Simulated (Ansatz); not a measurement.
Here is the system:

MgAu:
```
CELL_PARAMETERS angstrom
      3.25728     0.00000     0.00000
      0.00000     3.25728     0.00000
      0.00000     0.00000     3.25728
ATOMIC_POSITIONS crystal
  Mg 0.50000 0.50000 0.50000
  Au 0.00000 0.00000 0.00000
```

This is the PBEsol-relaxed structure.

Task: All from PBEsol (plane waves, PAW; program Ansatz), unless another level is named. Give the bulk modulus (Birch–Murnaghan fit).

Result: 92.2 GPa.

Task: Give the highest zone-centre frequency.

Result: 206 cm⁻¹.

Task: And the elastic constants (relaxed ions, GPa)?

Result: C11 = 109, C12 = 84.7, C44 = 58.7.

Space group Pm-3m (CsCl type). The first step of the workflow began from a Materials Project structure, measured or hypothetical; the Crystallography Open Database files this formula in space group No. 221, but the cells were not matched. Whether it is the stable phase at ambient conditions was not checked. Symmetry was held in the PBEsol relaxation; of distortions, only those at the zone centre were tested. As this level gives no gap, shear constants depend on the k-mesh and smearing (Fermi–Dirac, 0.1 eV here). As this level gives no gap, phonon frequencies hold no LO–TO term and depend on the k-mesh and smearing (Fermi–Dirac, 0.1 eV here). Scalar-relativistic: spin–orbit coupling is off unless named, which matters more the heavier the elements.

Potentials: the later of the program's two PAW sets.
